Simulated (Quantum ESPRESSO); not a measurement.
## Ga3S3P (one run as intended and one with a planted mistake)

Computed values, not a measurement. The program is pw.x of Quantum ESPRESSO 7.5 (plane-wave density functional theory). The cell is made up: 7 atoms on a zincblende/diamond lattice with one site empty, with randomly drawn elements, strain and displacements, not relaxed. PseudoDojo standard norm-conserving files (v0.5 for PBE, v0.4.1 for LDA and PBEsol) set the functional; there is no spin polarisation, spin-orbit coupling or dispersion term, and the masses in the input are unused placeholders.

Intended input:

```
&control calculation='scf', pseudo_dir='./dojo.nc.sr.pbe.v0_5.standard.upf', outdir='./o', disk_io='medium', tprnfor=.true., tstress=.true. /
&system ibrav=0, nat=7, ntyp=3, nbnd=37, ecutwfc=79.96652505, nosym=.true., tot_charge=0,
 occupations='smearing', smearing='fd', degauss=0.0018374661
/
&electrons conv_thr=7.350e-09, electron_maxstep=60, /
ATOMIC_SPECIES
Ga 1.0 Ga.upf
P 1.0 P.upf
S 1.0 S.upf
CELL_PARAMETERS angstrom
5.392 -0.0411 -0.0408
-0.0411 5.4259 0.0522
-0.0408 0.0522 5.3335
ATOMIC_POSITIONS angstrom
Ga -0.0643 2.7484 2.6994
Ga 2.6045 0.055 2.6325
Ga 2.7002 2.6787 -0.0254
S 1.3408 1.3446 1.3199
P 1.2759 4.0746 4.0565
S 4.0165 1.3431 3.9297
S 4.053 4.037 1.3388
K_POINTS automatic
4 4 4 1 1 1
```

The log is shortened where brackets say so; the opening notice, blank lines, dates and the lines on written files are dropped, and the path of the files is cut. It prints rydbergs, bohrs and kilobars, and counts compression as positive stress. Where no state is partly filled, the Fermi energy that it prints is only some level between the filled and the empty states on the mesh, and need not lie in the true gap.

Log of the intended run:

```
     Program PWSCF v.7.5
     Parallel version (MPI & OpenMP), running on       1 processor cores
     Number of MPI processes:                 1
     Threads/MPI process:                     1
     [start-up lines left out]
     bravais-lattice index     =            0
     lattice parameter (alat)  =      10.1900  a.u.
     unit-cell volume          =    1052.7856 (a.u.)^3
     number of atoms/cell      =            7
     number of atomic types    =            3
     number of electrons       =        62.00
     number of Kohn-Sham states=           37
     kinetic-energy cutoff     =      79.9665  Ry
     charge density cutoff     =     319.8661  Ry
     scf convergence threshold =      7.3E-09
     mixing beta               =       0.7000
     number of iterations used =            8  plain     mixing
     Exchange-correlation= PBE
                           (   1   4   3   4   0   0   0)
     [axes and pseudopotential details left out]
   Cartesian axes
     site n.     atom                  positions (alat units)
         1        Ga     tau(   1) = (  -0.0119244   0.5096887   0.5006017  )
         2        Ga     tau(   2) = (   0.4830026   0.0101997   0.4881951  )
         3        Ga     tau(   3) = (   0.5007501   0.4967629  -0.0047104  )
         4        S      tau(   4) = (   0.2486503   0.2493551   0.2447745  )
         5        P      tau(   5) = (   0.2366147   0.7556315   0.7522749  )
         6        S      tau(   6) = (   0.7448569   0.2490769   0.7287599  )
         7        S      tau(   7) = (   0.7516258   0.7486586   0.2482794  )
     number of k points=    32  Fermi-Dirac smearing, width (Ry)=  0.0018
                       cart. coord. in units 2pi/alat
        k(    1) = (   0.1269066   0.1239740   0.1261358), wk =   0.0625000
        k(    2) = (   0.1288010   0.1215563   0.3789306), wk =   0.0625000
     [further k points left out]
     Dense  grid:   101665 G-vectors     FFT dimensions: (  60,  60,  60)
     Estimated max dynamical RAM per process >     128.27 MB
     Initial potential from superposition of free atoms
     starting charge      61.9917, renormalised to      62.0000
     Starting wfcs are   43 randomized atomic wfcs
     total cpu time spent up to now is        7.8 secs
     per-process dynamical memory:    74.8 Mb
     Self-consistent Calculation
     iteration #  1     ecut=    79.97 Ry     beta= 0.70
     Davidson diagonalization with overlap
     ethr =  1.00E-02,  avg # of iterations =  4.0
     Threshold (ethr) on eigenvalues was too large:
     Diagonalizing with lowered threshold
     Davidson diagonalization with overlap
     ethr =  5.77E-04,  avg # of iterations =  2.0
     total cpu time spent up to now is       36.1 secs
     total energy              =    -538.84358238 Ry
     estimated scf accuracy    <       0.34677023 Ry
     iteration #  2     ecut=    79.97 Ry     beta= 0.70
     Davidson diagonalization with overlap
     ethr =  5.59E-04,  avg # of iterations =  2.7
     total cpu time spent up to now is       51.8 secs
     total energy              =    -538.92455283 Ry
     estimated scf accuracy    <       0.16716325 Ry
     [iterations 3 to 8 left out]
     iteration #  9     ecut=    79.97 Ry     beta= 0.70
     Davidson diagonalization with overlap
     ethr =  3.99E-10,  avg # of iterations =  2.0
     total cpu time spent up to now is      176.5 secs
     total energy              =    -538.96548592 Ry
     estimated scf accuracy    <       0.00000001 Ry
     iteration # 10     ecut=    79.97 Ry     beta= 0.70
     Davidson diagonalization with overlap
     ethr =  1.70E-11,  avg # of iterations =  3.8
     total cpu time spent up to now is      195.2 secs
     End of self-consistent calculation
     [lines on levels left out]
     the Fermi energy is     6.8365 ev
!    total energy              =    -538.96548593 Ry
     estimated scf accuracy    <          3.4E-09 Ry
     smearing contrib. (-TS)   =      -0.00000000 Ry
     internal energy E=F+TS    =    -538.96548593 Ry
     The total energy is F=E-TS. E is the sum of the following terms:
     one-electron contribution =    -276.71645017 Ry
     hartree contribution      =     181.07044103 Ry
     xc contribution           =    -148.62129219 Ry
     ewald contribution        =    -294.69818459 Ry
     convergence has been achieved in  10 iterations
     Forces acting on atoms (cartesian axes, Ry/au):
     atom    1 type  1   force =     0.03127517    0.01214854    0.00990233
     atom    2 type  1   force =     0.00494007   -0.04696180    0.02179137
     atom    3 type  1   force =    -0.00250547    0.01479521   -0.00773772
     atom    4 type  3   force =    -0.02228673   -0.00124905   -0.03136283
     atom    5 type  2   force =    -0.01839535    0.02833867    0.01111187
     atom    6 type  3   force =     0.01229621   -0.02299610    0.02331023
     atom    7 type  3   force =    -0.00532391    0.01592452   -0.02701525
     Total force =     0.095893     Total SCF correction =     0.000259
     Computing stress (Cartesian axis) and pressure
          total   stress  (Ry/bohr**3)                   (kbar)     P=       12.33
   0.00007228  -0.00002744   0.00008215           10.63       -4.04       12.09
  -0.00002744   0.00006508  -0.00010385           -4.04        9.57      -15.28
   0.00008215  -0.00010385   0.00011411           12.09      -15.28       16.79
     init_run     :      6.98s CPU      7.68s WALL (       1 calls)
     electrons    :    172.23s CPU    187.38s WALL (       1 calls)
     forces       :      2.49s CPU      2.51s WALL (       1 calls)
     stress       :      8.87s CPU      8.92s WALL (       1 calls)
     [timing details left out]
     PWSCF        :   3m10.71s CPU   3m26.72s WALL
     JOB DONE.
```

A second run has one planted mistake: two atoms have their elements exchanged. The input lines that differ, file-writing options aside:

```
- P 1.2759 4.0746 4.0565
+ S 1.2759 4.0746 4.0565
- S 4.053 4.037 1.3388
+ P 4.053 4.037 1.3388
```

Its log:

```
     Program PWSCF v.7.5
     Parallel version (MPI & OpenMP), running on       1 processor cores
     Number of MPI processes:                 1
     Threads/MPI process:                     1
     [start-up lines left out]
     bravais-lattice index     =            0
     lattice parameter (alat)  =      10.1900  a.u.
     unit-cell volume          =    1052.7856 (a.u.)^3
     number of atoms/cell      =            7
     number of atomic types    =            3
     number of electrons       =        62.00
     number of Kohn-Sham states=           37
     kinetic-energy cutoff     =      79.9665  Ry
     charge density cutoff     =     319.8661  Ry
     scf convergence threshold =      7.3E-09
     mixing beta               =       0.7000
     number of iterations used =            8  plain     mixing
     Exchange-correlation= PBE
                           (   1   4   3   4   0   0   0)
     [axes and pseudopotential details left out]
   Cartesian axes
     site n.     atom                  positions (alat units)
         1        Ga     tau(   1) = (  -0.0119244   0.5096887   0.5006017  )
         2        Ga     tau(   2) = (   0.4830026   0.0101997   0.4881951  )
         3        Ga     tau(   3) = (   0.5007501   0.4967629  -0.0047104  )
         4        S      tau(   4) = (   0.2486503   0.2493551   0.2447745  )
         5        S      tau(   5) = (   0.2366147   0.7556315   0.7522749  )
         6        S      tau(   6) = (   0.7448569   0.2490769   0.7287599  )
         7        P      tau(   7) = (   0.7516258   0.7486586   0.2482794  )
     number of k points=    32  Fermi-Dirac smearing, width (Ry)=  0.0018
                       cart. coord. in units 2pi/alat
        k(    1) = (   0.1269066   0.1239740   0.1261358), wk =   0.0625000
        k(    2) = (   0.1288010   0.1215563   0.3789306), wk =   0.0625000
     [further k points left out]
     Dense  grid:   101665 G-vectors     FFT dimensions: (  60,  60,  60)
     Estimated max dynamical RAM per process >     128.27 MB
     Initial potential from superposition of free atoms
     starting charge      61.9917, renormalised to      62.0000
     Starting wfcs are   43 randomized atomic wfcs
     total cpu time spent up to now is        8.8 secs
     per-process dynamical memory:    74.8 Mb
     Self-consistent Calculation
     iteration #  1     ecut=    79.97 Ry     beta= 0.70
     Davidson diagonalization with overlap
     ethr =  1.00E-02,  avg # of iterations =  4.0
     Threshold (ethr) on eigenvalues was too large:
     Diagonalizing with lowered threshold
     Davidson diagonalization with overlap
     ethr =  5.96E-04,  avg # of iterations =  2.0
     total cpu time spent up to now is       43.1 secs
     total energy              =    -538.82482113 Ry
     estimated scf accuracy    <       0.35800296 Ry
     iteration #  2     ecut=    79.97 Ry     beta= 0.70
     Davidson diagonalization with overlap
     ethr =  5.77E-04,  avg # of iterations =  3.2
     total cpu time spent up to now is       63.6 secs
     total energy              =    -538.89630954 Ry
     estimated scf accuracy    <       0.21344637 Ry
     [iterations 3 to 8 left out]
     iteration #  9     ecut=    79.97 Ry     beta= 0.70
     Davidson diagonalization with overlap
     ethr =  6.76E-10,  avg # of iterations =  2.0
     total cpu time spent up to now is      191.4 secs
     total energy              =    -538.95297757 Ry
     estimated scf accuracy    <       0.00000002 Ry
     iteration # 10     ecut=    79.97 Ry     beta= 0.70
     Davidson diagonalization with overlap
     ethr =  2.44E-11,  avg # of iterations =  5.0
     total cpu time spent up to now is      213.1 secs
     End of self-consistent calculation
     [lines on levels left out]
     the Fermi energy is     6.9222 ev
!    total energy              =    -538.95297758 Ry
     estimated scf accuracy    <          6.2E-09 Ry
     smearing contrib. (-TS)   =      -0.00000000 Ry
     internal energy E=F+TS    =    -538.95297758 Ry
     The total energy is F=E-TS. E is the sum of the following terms:
     one-electron contribution =    -277.02446487 Ry
     hartree contribution      =     181.19808523 Ry
     xc contribution           =    -148.61762118 Ry
     ewald contribution        =    -294.50897676 Ry
     convergence has been achieved in  10 iterations
     Forces acting on atoms (cartesian axes, Ry/au):
     atom    1 type  1   force =     0.00272711    0.00826002   -0.02384785
     atom    2 type  1   force =     0.05017379   -0.05289598   -0.02184543
     atom    3 type  1   force =     0.03601783    0.01615327    0.02266710
     atom    4 type  3   force =    -0.04750272   -0.00199851   -0.01013114
     atom    5 type  3   force =    -0.02105888    0.00710762    0.01493105
     atom    6 type  3   force =    -0.00820799   -0.02405471    0.04699030
     atom    7 type  2   force =    -0.01214913    0.04742828   -0.02876402
     Total force =     0.132919     Total SCF correction =     0.000186
     Computing stress (Cartesian axis) and pressure
          total   stress  (Ry/bohr**3)                   (kbar)     P=       11.95
   0.00006273   0.00009727   0.00009727            9.23       14.31       14.31
   0.00009727   0.00006477  -0.00023011           14.31        9.53      -33.85
   0.00009727  -0.00023011   0.00011627           14.31      -33.85       17.10
     init_run     :      7.70s CPU      8.70s WALL (       1 calls)
     electrons    :    191.02s CPU    204.28s WALL (       1 calls)
     forces       :      3.13s CPU      3.20s WALL (       1 calls)
     stress       :     12.81s CPU     13.06s WALL (       1 calls)
     [timing details left out]
     PWSCF        :   3m34.84s CPU   3m49.92s WALL
     JOB DONE.
```

```
                                            intended run  run with the mistake
                          free energy (eV)     -7332.999             -7332.829
                    smearing term -TS (eV)        0.0000                0.0000
                            pressure (GPa)          1.23                  1.20
            largest force component (eV/Å)         1.207                 1.360
largest change of a force component (eV/Å)                               1.163
                                iterations            10                    10
```

For scale, a rerun of the intended cell at 1377 eV and a 6 x 6 x 6 mesh moved values by no more than 0.003 eV in energy, 0.02 GPa in stress and 0.002 eV/Å in force.